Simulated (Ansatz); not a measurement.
PbS:
```yaml
crystal:
  lattice:
    - [0.00000, 3.00435, 3.00435]
    - [3.00435, 0.00000, 3.00435]
    - [3.00435, 3.00435, 0.00000]
  atoms:
    - { symbol: Pb, position: [0.00000, 0.00000, 0.00000] }
    - { symbol: S, position: [0.50000, 0.50000, 0.50000] }
```

Relaxed with PBE. Special points in fractions of this cell's reciprocal vectors: Γ (0.000, 0.000, 0.000); X (0.500, 0.000, 0.500); U (0.625, 0.250, 0.625); K (0.375, 0.375, 0.750); L (0.500, 0.500, 0.500); W (0.500, 0.250, 0.750).

**Question.** List the band energies nearest the Fermi level at these points for DFT-PBE with spin–orbit coupling in the program Ansatz with PAW potentials.

**Answer.** In eV from the Fermi level; about four levels below and three above (degenerate sets whole), none deeper than 8.9 eV; points with the same levels are listed once.

| k | below | above |
|---|---|---|
| Γ | -1.95 -1.95 -1.95 -1.95 | 3.36 3.36 5.83 5.83 5.83 5.83 |
| X | -3.41 -3.41 -3.10 -3.10 | 4.05 4.05 4.32 4.32 |
| U | -2.82 -2.82 -2.34 -2.34 | 2.90 2.90 4.08 4.08 |
| L | -0.05 -0.05 0.00 0.00 | 1.67 1.67 2.58 2.58 |
| W | -4.04 -4.04 -0.99 -0.99 | 1.92 1.92 4.47 4.47 |

Space group Fm-3m (rock salt). The cell was relaxed with PBE under the symmetry of its start; of distortions, only those at the zone centre were tested.

Potentials: the later of the program's two PAW sets.
